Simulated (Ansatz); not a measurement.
## Profile along the V–V line in V3Si (A15, Cr3Si type)

V₃Si (A15, Cr3Si type)

```cif
data_Si2V6
_chemical_formula_sum 'V6 Si2'
_space_group_name_H-M_alt 'P 1'
_space_group_IT_number 1
_cell_length_a 4.64987
_cell_length_b 4.64987
_cell_length_c 4.64987
_cell_angle_alpha 90.000
_cell_angle_beta 90.000
_cell_angle_gamma 90.000
loop_
_space_group_symop_operation_xyz
  'x, y, z'
loop_
_atom_site_label
_atom_site_type_symbol
_atom_site_fract_x
_atom_site_fract_y
_atom_site_fract_z
_atom_site_occupancy
V1 V 0.25000 0.00000 0.50000 1
V2 V 0.75000 0.00000 0.50000 1
V3 V 0.00000 0.50000 0.25000 1
V4 V 0.00000 0.50000 0.75000 1
V5 V 0.50000 0.25000 0.00000 1
V6 V 0.50000 0.75000 0.00000 1
Si1 Si 0.00000 0.00000 0.00000 1
Si2 Si 0.50000 0.50000 0.50000 1
```

Fields along a shortest V–V line of a {100} plane (2.32 Å), from V to V, interpolated on the slice's grid (step about 0.2 Å). Method: PBEsol (plane waves to 420 eV, PAW, scalar-relativistic; Ansatz, an electronic-structure program). k mesh 10×10×10. These are valence fields of a PAW run, semicore shells included where kept as valence: close to a nucleus they are smooth pseudo fields. The PAW data are Ansatz's earlier set. V3Si is run without spin polarisation. V3Si was relaxed with its symmetry unable to fall.

| distance from V (Å) | valence electron density (e/Å³) | electron localisation function |
|---|---|---|
| 0.00 | 17.05 | x |
| 0.23 | 13.49 | x |
| 0.46 | 6.84 | x |
| 0.70 | 2.26 | 0.53 |
| 0.93 | 0.69 | 0.29 |
| 1.16 | 0.47 | 0.23 |
| 1.39 | 0.69 | 0.29 |
| 1.62 | 2.26 | 0.53 |
| 1.86 | 6.84 | x |
| 2.09 | 13.49 | x |
| 2.32 | 17.05 | x |

x: too close to a nucleus for the ELF to mean much.

Density on the V–V line (2.32 Å) at its midpoint: 0.47 e/Å³. ELF at that point: 0.23.
